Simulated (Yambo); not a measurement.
Material: CsOH (space group Cmc2_1, No. 36); a = b = 6.0878 Å, c = 4.5043 Å, α = β = 90.00°, γ = 138.41° (6 atoms in the cell). The geometry is that of Materials Project entry mp-625136, symmetrised and not relaxed again.

With PBEsol (Quantum ESPRESSO, PseudoDojo norm-conserving, 84 Ry, scalar-relativistic), the gap between the mesh's edge points (Γ → Γ) is 3.723 eV.

### Question
By how much does one-shot G0W0 (Yambo; 4×4×2 Γ-centred k mesh, 156 bands and a 7 Ry block in the screening, 156 bands in G with the Bruneval-Gonze terminator, plasmon pole fitted at 27.2 eV) open this gap, and what gap results?

### Answer
The correction is 1.981 eV, giving 5.704 eV, 1.5 times the PBEsol value.  Convergence of the G0W0 settings was not tested. 

The structure is a Materials Project entry; no match was found in the copy of COD used, and its stability was not checked.
